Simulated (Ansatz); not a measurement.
**Equation of state of indium, hcp**

Theory: Ansatz 0.2.0, DFT, r2SCAN, plane waves (500 eV) with PAW, scalar-relativistic. The PAW files were generated under PBE, with cores re-solved for the functional.

The cell is scaled uniformly from the relaxed one, with fractional coordinates and shape fixed. Energies are extrapolated to zero smearing, pressures are those at the given smearing. Magnetic state: spin not included.

```csv
V (Å³/atom),E − E₀ (meV/atom),P (GPa)
23.257,63.6,7.37
24.314,25.6,4.29
25.371,5.8,1.89
26.429,0.0,0.02
27.486,5.1,-1.42
28.543,18.6,-2.53
29.600,38.6,-3.38
```

**Question.** Fit a third-order Birch-Murnaghan equation.

**Answer.** V₀ = 26.42 Å³/atom, B₀ = 41 GPa, B₀′ = 5.4.
